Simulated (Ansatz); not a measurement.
Cu (fcc (Cu type)) was relaxed and computed twice in Ansatz (plane waves, PAW), once with LDA and once with PBE+D3(BJ).

```
                                                                                          run 1                                    run 2
--------------------  -------------------------------------------------------------------------  ---------------------------------------
cell                  a = 3.518 Å, b = 3.518 Å, c = 3.518 Å, α = 90.00°, β = 90.00°, γ = 90.00°  a = b = c = 3.563 Å, α = β = γ = 90.00°
B₀ by P(V) fit (GPa)                                                                        189                                      166
K_Hill (GPa)                                                                                189                                      167
G_Hill (GPa)                                                                               64.1                                     62.9
Θ_D (K)                                                                                     388                                      386
```

### Question
Which run used which functional?

### Answer
Run 1 is LDA, run 2 is PBE+D3(BJ).

All cells were relaxed under the symmetry of their starts (and spin orders); stability against distortions was not tested throughout. Rows with no word on spin ran without spin polarisation.

Potentials: the later of the program's two PAW sets.

Ansatz (a program for electronic structure) is a plane-wave DFT program.
